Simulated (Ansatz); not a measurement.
# How far is PAW off for O?

```
O
1.0
     2.56100    0.00000    0.00000
    -1.28050    2.21789    0.00000
     0.00000    0.00000    6.70650
O
4
Direct
  0.33333 0.66667 0.16100
  0.66667 0.33333 0.66100
  0.33333 0.66667 0.33900
  0.66667 0.33333 0.83900
```

Atoms are numbered in the order listed.

The conventional cell has a = 2.561 Å, b = 2.561 Å, c = 6.707 Å, α = 90.00°, β = 90.00°, γ = 120.00°. O (atom 1) is surrounded by 1 O at 1.19 Å.

The geometry is COD entry 9017498, unchecked; take it as a test cell. The listed cell was then made from it by scaling, straining or moving an atom.

Solid oxygen carries moments on its molecules; these runs leave spin out.

All numbers are computed: DFT, PBEsol, PAW with Ansatz's default frozen-core files, scalar-relativistic (Ansatz 0.2.0); DFT, PBEsol, all-electron PAW with datasets made for the crystal, scalar-relativistic (Ansatz 0.2.0); DFT, PBEsol, all-electron LAPW, scalar-relativistic (Ansatz 0.2.0).

For PAW: a Γ-centred 13×13×5 k mesh, Fermi–Dirac smearing of 0.03 eV, cutoff 420 eV, no spin polarisation; the PAW files were made with PBE, and the program remakes their frozen cores for this functional. The crystal-made all-electron datasets (AE datasets) take a cutoff of 1000 eV at this cell. LAPW targets a basis error of 1 meV/atom. The Ansatz runs share mesh, smearing and spin set-up. Plane-wave (PAW) pressures include the program's estimate of the Pulay term.

Stress and pressure are positive in compression.

| quantity | PAW | AE datasets | LAPW |
| --- | --- | --- | --- |
| pressure (GPa) | 3.22 | 3.57 | 3.56 |
| stress xx (GPa) | -5.27 | -5.23 | -5.24 |
| stress zz (GPa) | 20.19 | 21.16 | 21.16 |
| force on O1, z (eV/Å) | -0.646 | -0.756 | -0.756 |

PAW's pressure differs from the LAPW value by -0.34 GPa.
